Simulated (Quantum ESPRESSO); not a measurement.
## AsSiO3F3 (one run as intended and one with a planted mistake)

Simulated, not a measurement. The program is pw.x of Quantum ESPRESSO 7.5 (plane-wave density functional theory). The cell is made up: 8 atoms on a quartz lattice with one site empty, with randomly drawn elements, strain and displacements, not relaxed. PseudoDojo standard norm-conserving files (v0.5 for PBE, v0.4.1 for LDA and PBEsol) set the functional; there is no spin polarisation, spin-orbit coupling or dispersion term, and the masses in the input are unused placeholders.

Intended input:

```
&control calculation='scf', pseudo_dir='./dojo.nc.sr.pbe.v0_5.standard.upf', outdir='./o', disk_io='medium', tprnfor=.true., tstress=.true. /
&system ibrav=0, nat=8, ntyp=4, nbnd=35, ecutwfc=84.00895049, nosym=.true., tot_charge=0,
 occupations='smearing', smearing='fd', degauss=0.0018374661
/
&electrons conv_thr=7.350e-09, electron_maxstep=60, /
ATOMIC_SPECIES
As 1.0 As.upf
F 1.0 F.upf
O 1.0 O.upf
Si 1.0 Si.upf
CELL_PARAMETERS angstrom
5.0254 0.003 -0.0116
-2.5101 4.2791 -0.0298
-0.0127 -0.0451 5.4105
ATOMIC_POSITIONS angstrom
As 2.2582 0.0502 3.6212
Si -1.1789 2.0256 1.8155
O 1.4188 1.0437 4.2821
F 3.4298 0.6015 2.3517
F 2.6864 2.5575 0.7177
F 0.0696 1.7572 0.8941
O -1.122 3.2009 2.9209
O 0.6831 3.6507 4.7349
K_POINTS automatic
5 5 4 1 1 1
```

The log is shortened where brackets say so; the opening notice, blank lines, dates and the lines on written files are dropped, and the path of the files is cut. It prints rydbergs, bohrs and kilobars, and counts compression as positive stress. Where no state is partly filled, the Fermi energy that it prints is only some level between the filled and the empty states on the mesh, and need not lie in the true gap.

Log of the intended run:

```
     Program PWSCF v.7.5
     Parallel version (MPI & OpenMP), running on       1 processor cores
     Number of MPI processes:                 1
     Threads/MPI process:                     1
     [start-up lines left out]
     bravais-lattice index     =            0
     lattice parameter (alat)  =       9.4967  a.u.
     unit-cell volume          =     785.3743 (a.u.)^3
     number of atoms/cell      =            8
     number of atomic types    =            4
     number of electrons       =        58.00
     number of Kohn-Sham states=           35
     kinetic-energy cutoff     =      84.0090  Ry
     charge density cutoff     =     336.0358  Ry
     scf convergence threshold =      7.3E-09
     mixing beta               =       0.7000
     number of iterations used =            8  plain     mixing
     Exchange-correlation= PBE
                           (   1   4   3   4   0   0   0)
     [axes and pseudopotential details left out]
   Cartesian axes
     site n.     atom                  positions (alat units)
         1        As     tau(   1) = (   0.4493560   0.0099892   0.7205774  )
         2        Si     tau(   2) = (  -0.2345876   0.4030712   0.3612637  )
         3        O      tau(   3) = (   0.2823250   0.2076844   0.8520890  )
         4        F      tau(   4) = (   0.6824910   0.1196916   0.4679614  )
         5        F      tau(   5) = (   0.5345629   0.5089133   0.1428141  )
         6        F      tau(   6) = (   0.0138496   0.3496627   0.1779157  )
         7        O      tau(   7) = (  -0.2232652   0.6369425   0.5812257  )
         8        O      tau(   8) = (   0.1359291   0.7264476   0.9421910  )
     number of k points=    50  Fermi-Dirac smearing, width (Ry)=  0.0018
                       cart. coord. in units 2pi/alat
        k(    1) = (   0.1001666   0.1770186   0.1178140), wk =   0.0400000
        k(    2) = (   0.1007014   0.1789496   0.3500379), wk =   0.0400000
     [further k points left out]
     Dense  grid:    81685 G-vectors     FFT dimensions: (  60,  60,  60)
     Estimated max dynamical RAM per process >     107.48 MB
     Initial potential from superposition of free atoms
     starting charge      57.9991, renormalised to      58.0000
     Starting wfcs are   37 randomized atomic wfcs
     total cpu time spent up to now is       10.8 secs
     per-process dynamical memory:    64.7 Mb
     Self-consistent Calculation
     iteration #  1     ecut=    84.01 Ry     beta= 0.70
     Davidson diagonalization with overlap
     ethr =  1.00E-02,  avg # of iterations =  3.0
     total cpu time spent up to now is       41.0 secs
     total energy              =    -466.49840349 Ry
     estimated scf accuracy    <       2.28354314 Ry
     iteration #  2     ecut=    84.01 Ry     beta= 0.70
     Davidson diagonalization with overlap
     ethr =  3.94E-03,  avg # of iterations =  3.1
     total cpu time spent up to now is       67.5 secs
     total energy              =    -466.04421431 Ry
     estimated scf accuracy    <       6.63077360 Ry
     [iterations 3 to 11 left out]
     iteration # 12     ecut=    84.01 Ry     beta= 0.70
     Davidson diagonalization with overlap
     ethr =  1.16E-10,  avg # of iterations =  2.0
     total cpu time spent up to now is      319.3 secs
     total energy              =    -467.57895046 Ry
     estimated scf accuracy    <       0.00000001 Ry
     iteration # 13     ecut=    84.01 Ry     beta= 0.70
     Davidson diagonalization with overlap
     ethr =  2.54E-11,  avg # of iterations =  3.0
     total cpu time spent up to now is      348.2 secs
     End of self-consistent calculation
     [lines on levels left out]
     the Fermi energy is     4.4175 ev
!    total energy              =    -467.57895046 Ry
     estimated scf accuracy    <          8.8E-10 Ry
     smearing contrib. (-TS)   =      -0.00000000 Ry
     internal energy E=F+TS    =    -467.57895046 Ry
     The total energy is F=E-TS. E is the sum of the following terms:
     one-electron contribution =    -331.33037498 Ry
     hartree contribution      =     192.43270013 Ry
     xc contribution           =    -109.50677171 Ry
     ewald contribution        =    -219.17450390 Ry
     convergence has been achieved in  13 iterations
     Forces acting on atoms (cartesian axes, Ry/au):
     atom    1 type  1   force =     0.30345562   -0.20091161    0.20469823
     atom    2 type  4   force =    -0.02929953    0.15634326   -0.19133905
     atom    3 type  3   force =    -0.31188320    0.38474992    0.11749460
     atom    4 type  2   force =     0.06433531   -0.02030136   -0.08130852
     atom    5 type  2   force =     0.07172564   -0.04553999    0.09569579
     atom    6 type  2   force =    -0.01153284   -0.00959604    0.05719054
     atom    7 type  3   force =    -0.15563087   -0.25101977   -0.18450056
     atom    8 type  3   force =     0.06882987   -0.01372442   -0.01793103
     Total force =     0.808039     Total SCF correction =     0.000059
     Computing stress (Cartesian axis) and pressure
          total   stress  (Ry/bohr**3)                   (kbar)     P=      210.91
   0.00144286  -0.00004420  -0.00050131          212.25       -6.50      -73.74
  -0.00004420   0.00212757   0.00064546           -6.50      312.98       94.95
  -0.00050131   0.00064546   0.00073076          -73.74       94.95      107.50
     init_run     :      9.46s CPU     10.65s WALL (       1 calls)
     electrons    :    317.32s CPU    337.43s WALL (       1 calls)
     forces       :      5.39s CPU      5.48s WALL (       1 calls)
     stress       :     14.30s CPU     14.46s WALL (       1 calls)
     [timing details left out]
     PWSCF        :   5m46.69s CPU   6m 8.65s WALL
     JOB DONE.
```

A second run has one planted mistake: the files are those of another functional. The input lines that differ, file-writing options aside:

```
- &control calculation='scf', pseudo_dir='./dojo.nc.sr.pbe.v0_5.standard.upf', outdir='./o', disk_io='medium', tprnfor=.true., tstress=.true. /
+ &control calculation='scf', pseudo_dir='./dojo.nc.sr.lda.v0_4_1.standard.upf', outdir='./o', disk_io='medium', tprnfor=.true., tstress=.true. /
```

Its log:

```
     Program PWSCF v.7.5
     Parallel version (MPI & OpenMP), running on       1 processor cores
     Number of MPI processes:                 1
     Threads/MPI process:                     1
     [start-up lines left out]
     bravais-lattice index     =            0
     lattice parameter (alat)  =       9.4967  a.u.
     unit-cell volume          =     785.3743 (a.u.)^3
     number of atoms/cell      =            8
     number of atomic types    =            4
     number of electrons       =        58.00
     number of Kohn-Sham states=           35
     kinetic-energy cutoff     =      84.0090  Ry
     charge density cutoff     =     336.0358  Ry
     scf convergence threshold =      7.3E-09
     mixing beta               =       0.7000
     number of iterations used =            8  plain     mixing
     Exchange-correlation= SLA  PW   NOGX NOGC
                           (   1   4   0   0   0   0   0)
     [axes and pseudopotential details left out]
   Cartesian axes
     site n.     atom                  positions (alat units)
         1        As     tau(   1) = (   0.4493560   0.0099892   0.7205774  )
         2        Si     tau(   2) = (  -0.2345876   0.4030712   0.3612637  )
         3        O      tau(   3) = (   0.2823250   0.2076844   0.8520890  )
         4        F      tau(   4) = (   0.6824910   0.1196916   0.4679614  )
         5        F      tau(   5) = (   0.5345629   0.5089133   0.1428141  )
         6        F      tau(   6) = (   0.0138496   0.3496627   0.1779157  )
         7        O      tau(   7) = (  -0.2232652   0.6369425   0.5812257  )
         8        O      tau(   8) = (   0.1359291   0.7264476   0.9421910  )
     number of k points=    50  Fermi-Dirac smearing, width (Ry)=  0.0018
                       cart. coord. in units 2pi/alat
        k(    1) = (   0.1001666   0.1770186   0.1178140), wk =   0.0400000
        k(    2) = (   0.1007014   0.1789496   0.3500379), wk =   0.0400000
     [further k points left out]
     Dense  grid:    81685 G-vectors     FFT dimensions: (  60,  60,  60)
     Estimated max dynamical RAM per process >     107.48 MB
     Initial potential from superposition of free atoms
     starting charge      57.9992, renormalised to      58.0000
     Starting wfcs are   37 randomized atomic wfcs
     total cpu time spent up to now is       10.5 secs
     per-process dynamical memory:    81.0 Mb
     Self-consistent Calculation
     iteration #  1     ecut=    84.01 Ry     beta= 0.70
     Davidson diagonalization with overlap
     ethr =  1.00E-02,  avg # of iterations =  3.1
     total cpu time spent up to now is       49.9 secs
     total energy              =    -465.75600712 Ry
     estimated scf accuracy    <       2.21320335 Ry
     iteration #  2     ecut=    84.01 Ry     beta= 0.70
     Davidson diagonalization with overlap
     ethr =  3.82E-03,  avg # of iterations =  3.1
     total cpu time spent up to now is       78.6 secs
     total energy              =    -465.25480235 Ry
     estimated scf accuracy    <       6.93256133 Ry
     [iterations 3 to 11 left out]
     iteration # 12     ecut=    84.01 Ry     beta= 0.70
     Davidson diagonalization with overlap
     ethr =  6.17E-11,  avg # of iterations =  3.9
     total cpu time spent up to now is      341.1 secs
     total energy              =    -466.82699550 Ry
     estimated scf accuracy    <       0.00000001 Ry
     iteration # 13     ecut=    84.01 Ry     beta= 0.70
     Davidson diagonalization with overlap
     ethr =  2.02E-11,  avg # of iterations =  2.4
     total cpu time spent up to now is      375.7 secs
     End of self-consistent calculation
     [lines on levels left out]
     the Fermi energy is     3.8333 ev
!    total energy              =    -466.82699550 Ry
     estimated scf accuracy    <          4.2E-10 Ry
     smearing contrib. (-TS)   =      -0.00000000 Ry
     internal energy E=F+TS    =    -466.82699550 Ry
     The total energy is F=E-TS. E is the sum of the following terms:
     one-electron contribution =    -331.76770143 Ry
     hartree contribution      =     191.51517036 Ry
     xc contribution           =    -107.39996054 Ry
     ewald contribution        =    -219.17450390 Ry
     convergence has been achieved in  13 iterations
     Forces acting on atoms (cartesian axes, Ry/au):
     atom    1 type  1   force =     0.29185733   -0.20163852    0.20910624
     atom    2 type  4   force =    -0.02785699    0.15082986   -0.19386265
     atom    3 type  3   force =    -0.28865444    0.36027775    0.10535514
     atom    4 type  2   force =     0.05744241   -0.00379789   -0.07542940
     atom    5 type  2   force =     0.08351721   -0.05390631    0.10684155
     atom    6 type  2   force =    -0.03147220   -0.00238565    0.06774257
     atom    7 type  3   force =    -0.13700758   -0.24230624   -0.18519085
     atom    8 type  3   force =     0.05217428   -0.00707299   -0.03456260
     Total force =     0.778797     Total SCF correction =     0.000065
     Computing stress (Cartesian axis) and pressure
          total   stress  (Ry/bohr**3)                   (kbar)     P=      139.46
   0.00096960  -0.00003043  -0.00048089          142.63       -4.48      -70.74
  -0.00003043   0.00162235   0.00060908           -4.48      238.66       89.60
  -0.00048089   0.00060908   0.00025220          -70.74       89.60       37.10
     init_run     :      9.83s CPU     10.37s WALL (       1 calls)
     electrons    :    346.34s CPU    365.24s WALL (       1 calls)
     forces       :      6.01s CPU      6.10s WALL (       1 calls)
     stress       :     22.24s CPU     22.36s WALL (       1 calls)
     [timing details left out]
     PWSCF        :   6m24.69s CPU   6m44.64s WALL
     JOB DONE.
```

|  | intended run | run with the mistake |
| --- | --- | --- |
| free energy (eV) | -6361.736 | -6351.505 |
| smearing term -TS (eV) | 0.0000 | 0.0000 |
| pressure (GPa) | 21.09 | 13.95 |
| largest force component (eV/Å) | 9.892 | 9.263 |
| largest change of a force component (eV/Å) |  | 0.629 |
| iterations | 13 | 13 |

For scale, a rerun of the intended cell at a cutoff of 1437 eV and k mesh 7 x 7 x 6 moved values by no more than 0.004 eV in energy, 0.02 GPa in stress and 0.003 eV/Å in force. Files of another functional have another zero of energy, so the energy change says nothing on stability.